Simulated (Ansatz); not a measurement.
Theory: Ansatz, DFT PBE, scalar-relativistic, plane waves, PAW. Settings: cutoff 420 eV, Γ-centred meshes spaced at most about 0.3 Å⁻¹ (2π included), Gaussian smearing. No spin polarisation in the final relaxations.

Temperature and zero-point effects are left out. All come from trial cells, and lower structures may exist.

Problem. Which of these relaxed structures of Be2ZnTe3 is the lowest in energy?
A.

```
Be Zn Te
1.0
     4.10987    0.00000    0.00000
    -2.05494    3.55925    0.00000
     0.00000    0.00000   20.42359
Be Zn Te
4 2 6
Direct
  0.66667 0.33333 0.17029
  0.66667 0.33333 0.82988
  0.33333 0.66667 0.32988
  0.33333 0.66667 0.67029
  0.66667 0.33333 0.50199
  0.33333 0.66667 0.00199
  0.66667 0.33333 0.29114
  0.66667 0.33333 0.63180
  0.66667 0.33333 0.94990
  0.33333 0.66667 0.13180
  0.33333 0.66667 0.44990
  0.33333 0.66667 0.79114
```

B.

```
Be Zn Te
1.0
    -2.05601    2.05601    8.81640
     2.05601   -2.05601    8.81640
     2.05601    2.05601   -8.81640
Be Zn Te
2 1 3
Direct
  0.67120 0.67120 0.00000
  0.32880 0.32880 0.00000
  0.00000 0.00000 0.00000
  0.59356 0.09356 0.50000
  0.25000 0.75000 0.50000
  0.90644 0.40644 0.50000
```

Solution. B. It has Be and Zn ordered on zinc blende sites, space group I-4m2 (No. 119); the next, A, with Be and Zn ordered on wurtzite sites, space group P6_3mc (No. 186), lies 16 meV/atom higher. Counting Te atoms around Be and Zn (those within 1.25 times the shortest such distance or 1.15 times the sum of covalent radii, 1.27 where that leaves under three), the lowest and the next both have Be 4, Zn 4.

These runs have no spin–orbit coupling, which can matter for Te. With atoms moved at random, P6_3mc came back. Other cells relaxed within their symmetry can be saddle points. Some candidate types were left out of the draw beforehand, so a known form may be missing.
